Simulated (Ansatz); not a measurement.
Data:

Ge:
```xyz
34
Lattice="0.0000 7.6014 7.6014 7.6014 0.0000 7.6014 7.6014 7.6014 0.0000" Properties=species:S:1:pos:R:3 pbc="T T T"
Ge     0.0000     0.0000     0.0000
Ge     3.8007     3.8007     3.8007
Ge     5.1986    10.0042    10.0042
Ge     8.9993     8.9993    13.8048
Ge    10.0042     5.1986    10.0042
Ge    13.8048    13.8048    13.8048
Ge     5.1986     5.1986     5.1986
Ge     8.9993    13.8048     8.9993
Ge    10.0042    10.0042     5.1986
Ge    13.8048     8.9993     8.9993
Ge     7.5320    10.5268    10.5268
Ge     8.4766     3.7313     6.7261
Ge     7.6707     4.6759    10.5268
Ge     6.7261    11.4714     6.7261
Ge     7.5320     4.6759     4.6759
Ge     8.4766    11.4714     8.4766
Ge     7.6707    10.5268     4.6759
Ge     6.7261     3.7313     8.4766
Ge    10.5268     7.5320    10.5268
Ge     6.7261     8.4766     3.7313
Ge    10.5268     7.6707     4.6759
Ge     6.7261     6.7261    11.4714
Ge     4.6759     7.5320     4.6759
Ge     8.4766     8.4766    11.4714
Ge     4.6759     7.6707    10.5268
Ge     8.4766     6.7261     3.7313
Ge    10.5268    10.5268     7.5320
Ge     3.7313     6.7261     8.4766
Ge     4.6759    10.5268     7.6707
Ge    11.4714     6.7261     6.7261
Ge     4.6759     4.6759     7.5320
Ge    11.4714     8.4766     8.4766
Ge    10.5268     4.6759     7.6707
Ge     3.7313     8.4766     6.7261
```

This is the r²SCAN+D4-relaxed structure.

### Question
All from plane-wave PAW r²SCAN+D4 (Ansatz code), unless another level is named. Give the band gap.

### Answer
1.10 eV (direct).

### Question
Give the valence-band maximum.

### Answer
at L.

Space group Fd-3m. The workflow started from a Materials Project entry (that database holds measured and hypothetical structures alike). Its sites differ from those of the usual phase in this space group: another stacking or structure type. The r²SCAN+D4 relaxation kept the symmetry of its start; whether a distortion lowers the energy is not shown. Spin–orbit coupling is left out wherever it is not named.

Potentials: the later of the program's two PAW sets.
